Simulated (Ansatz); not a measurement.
**One input, then a changed one: Sb (diamond type)**

First run: DFT, LDA, PAW with Ansatz's default frozen-core files, scalar-relativistic (Ansatz 0.2.0).

Command: `ansatz run input.yaml --threads 1 --pin off --max-ram 2048MiB --backend cpu --events-out ev --progress --plain --runs-dir out` It took 5.4 s on 1 thread of Arm Neoverse V1, with other jobs on the host, peak memory 0.36 GiB.

```yaml
crystal:
  lattice:
    - [0.0, 2.5098892199, 2.5098892199]
    - [2.5098892199, 0.0, 2.5098892199]
    - [2.5098892199, 2.5098892199, 0.0]
  atoms:
    - { symbol: Sb, position: [-0.125, -0.125, -0.125] }
    - { symbol: Sb, position: [0.125, 0.125, 0.125] }
kpoints:
  mp_grid: { grid: [10, 10, 10] }
scf:
  occupations: { method: fermi_dirac, width: 0.1 }
hamiltonian:
  xc: lda
  pseudopotentials: { kind: paw }
output:
  forces: true
  stress: true
  eigenvalues: true
basis:
  ecutwfc: 1000
```

The cell comes from a relaxation on PAW files under the same functional, begun from a prototype that needn't be the stable phase.

This run: volume at 0.4 of the series' base cell, ecut 1000.

It converges in 6 SCF iterations at a pressure of 237.1 GPa, cutoff 1000 eV.

A second input differs as follows:

```diff
   lattice:
-    - [0.0, 2.5098892199, 2.5098892199]
-    - [2.5098892199, 0.0, 2.5098892199]
-    - [2.5098892199, 2.5098892199, 0.0]
+    - [0.0, 4.74300317, 4.74300317]
+    - [4.74300317, 0.0, 4.74300317]
+    - [4.74300317, 4.74300317, 0.0]
   atoms:
   occupations: { method: fermi_dirac, width: 0.1 }
+  max_iter: 50
 hamiltonian:
```

Task: What is wrong with it, and what does the program do?

Result: The change was made to test a lattice typed in bohr. The run converges in 6 SCF iterations at a pressure of -4.03 GPa, cutoff 1000 eV. Compare each number with the sound run's before taking it for a property of the system. The log ends:
```
--- Stress (GPa, compression-positive) ---
       -4.030883       0.000000       0.000000
        0.000000      -4.030883      -0.000000
        0.000000       0.000000      -4.030883
  P = ⅓ Tr σ = -4.0309 GPa (-40.309 kbar)
--- Band table (eV; the first three rows and the last of 47) ---
  k-point 0: bands = ["-29.9460", "-29.9460", "-29.9446", "-29.9446", "-29.9446", "-29.9441", "-29.9441", "-29.9409", "-29.9409", "-29.9409", "-9.7094", "-8.8163", "-1.6410", "-1.6410", "-1.6410", "-0.5829", "-0.5829", "-0.5829", "2.5585"]
  k-point 1: bands = ["-29.9460", "-29.9460", "-29.9446", "-29.9446", "-29.9446", "-29.9441", "-29.9441", "-29.9409", "-29.9408", "-29.9408", "-9.6949", "-8.8351", "-1.6671", "-1.6671", "-1.6663", "-0.5650", "-0.5470", "-0.5470", "2.6824"]
  k-point 2: bands = ["-29.9459", "-29.9459", "-29.9447", "-29.9447", "-29.9445", "-29.9442", "-29.9442", "-29.9410", "-29.9408", "-29.9408", "-9.6538", "-8.8873", "-1.7367", "-1.7286", "-1.7286", "-0.4998", "-0.4604", "-0.4604", "3.0053"]
  k-point 46: bands = ["-29.9454", "-29.9454", "-29.9451", "-29.9451", "-29.9447", "-29.9447", "-29.9427", "-29.9427", "-29.9404", "-29.9404", "-9.2919", "-9.2919", "-2.1263", "-2.1263", "-1.0920", "-1.0920", "0.0613", "0.0613", "3.9112"]
```
